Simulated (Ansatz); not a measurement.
A geometry of Al₂O₃ away from equilibrium: step 2 of the relaxation of a relaxed Al2O3 cell shaken by Gaussian noise of σ = 0.08 Å a coordinate. Computed with r2SCAN (plane waves to 500 eV, PAW, scalar-relativistic; Ansatz, a program for electronic structure). Γ-centred k-mesh 4×4×8 on the run's cell (coarser than for final values), Fermi–Dirac smearing 0.05 eV.

```
Al2O3
1.0
    5.38768     0.02497     0.02866
    0.02497     5.49649     0.03915
    0.01464     0.01999     2.81450
O Al
6 4
Direct
  0.99493   0.99820   0.00405
  0.50351   0.50977   0.99987
  0.13617   0.65020   0.53666
  0.62368   0.85992   0.49455
  0.33984   0.15368   0.52917
  0.86117   0.34869   0.48787
  0.30957   0.80136   0.00720
  0.81558   0.71908   0.96413
  0.18995   0.29149   0.01554
  0.70852   0.19260   0.02127
```

### Question
What forces act on the atoms (eV/Å)?

### Answer
```
atom     Fx     Fy     Fz
----  -----  -----  -----
O1    -0.20  -0.21   0.26
O2     0.23  -0.50   0.26
O3    -0.43   0.59   0.16
O4     0.99   0.42  -0.86
O5     0.56  -0.15  -0.46
O6     0.17  -0.40   0.26
Al7    0.18  -1.24   0.29
Al8   -0.73  -1.41  -0.04
Al9    0.06   1.16   0.55
Al10  -0.84   1.73  -0.42
```

### Question
What is the pressure?

### Answer
+0.1 GPa, compression positive.

### Question
How far above the relaxed end point is this geometry?

### Answer
0.82 eV/atom; the path ends in P2₁ (No. 4).

No spin polarisation in the result.

The end of the path is a generated cell of Al2O3: the first start was made by placing the elements on the sites of a structure type, and the end was not matched to a known phase here, so it may be hypothetical. Known forms of Al2O3 include space group No. 167.
